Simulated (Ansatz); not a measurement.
Space group P6_3/mcm (No. 193). a = 7.416 Å, b = 7.416 Å, c = 5.349 Å, α = 90.00°, β = 90.00°, γ = 120.00°
```json
{"atom": "Ta", "site": "6g", "symmetry": "m2m", "x": "0.0000", "y": "0.7654", "z": "0.2500"}
{"atom": "Ta", "site": "4d", "symmetry": "3.2", "x": "0.6667", "y": "0.3333", "z": "0.0000"}
{"atom": "Si", "site": "6g", "symmetry": "m2m", "x": "0.0000", "y": "0.4055", "z": "0.2500"}
{"atom": "N", "site": "2b", "symmetry": "-3.m", "x": "0.0000", "y": "0.0000", "z": "0.0000"}
```

Equation of state of this Ta5Si3N structure (not necessarily the ground state), with shape and atoms relaxed at each volume where symmetry leaves them free. It has no gap at any of these volumes. The calculation used Ansatz 0.2.0, DFT PBEsol, scalar-relativistic, plane waves, PAW.

Cutoff 420 eV; k points 6×6×8 on the computed 18-atom cell (Γ-centred); Gaussian smearing, width 0.10 eV; no spin polarisation.

| V (Å³/atom) | E − E(largest V) (meV/atom) | P (GPa) |
| --- | --- | --- |
| 12.457 | 100.93 | 40.16 |
| 12.882 | 11.56 | 27.60 |
| 13.307 | -47.01 | 16.89 |
| 13.731 | -79.34 | 7.76 |
| 14.156 | -89.30 | -0.02 |
| 14.581 | -80.19 | -6.66 |
| 15.005 | -54.86 | -12.30 |
| 15.571 | 0.00 | -18.51 |

Task: Fit a third-order Birch–Murnaghan equation to E(V).

Result: V0 = 14.15 Å³/atom, B0 = 239 GPa, B0' = 4.3.

Spin-orbit coupling is left out, which matters for the bands of heavy elements.

Cost: 8 runs of about 30 core-minutes in all, on Oxide Virtual Turin-like Processor (Zen 5) (shared hosts).